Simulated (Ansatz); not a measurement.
Input and command of a plane-wave DFT calculation in Ansatz:

```yaml
crystal:
  lattice:
    - [0.0, 3.6283849052, 3.6283849052]
    - [3.6283849052, 0.0, 3.6283849052]
    - [3.6283849052, 3.6283849052, 0.0]
  atoms:
    - { symbol: Ga, position: [0.0, 0.0, 0.0] }
    - { symbol: Ga, position: [0.25, 0.25, 0.25] }
    - { symbol: Si, position: [0.625, 0.625, 0.625] }
    - { symbol: Si, position: [0.125, 0.625, 0.625] }
    - { symbol: Si, position: [0.625, 0.625, 0.125] }
    - { symbol: Si, position: [0.625, 0.125, 0.625] }
basis:
  ecutwfc: 500
kpoints:
  mp_grid: { grid: [10, 10, 10] }
hamiltonian:
  xc: r2scan
scf:
  occupations: { method: gaussian, width: 0.1 }
output:
  forces: true
  stress: true
  eigenvalues: true
relax:
  adjacent_minimum: "off"
  f_tol: 0.01
  max_steps: 80
  cell: { stress_tol: 0.05 }
```

```bash
ansatz run input.yaml --threads 1 --pin off --max-ram 2560MiB --backend cpu --events-out ev --progress --plain --runs-dir out
```

Processor: Intel(R) Xeon(R) Processor @ 2.50GHz (Skylake/Cascade Lake), 1 thread, on a host shared with other jobs.

Problem. Estimate time, memory and problem size.

Solution. About 2.2 min on 1 thread of Intel(R) Xeon(R) Processor @ 2.50GHz (Skylake/Cascade Lake), with other jobs on the host, peak memory 0.74 GiB. It solves 27 bands at 47 k points (the mesh reduced by the symmetry that the task leaves, which can be less than the crystal's) with about 2445 plane waves (on the last cell), in 24 SCF iterations over 4 ionic steps.
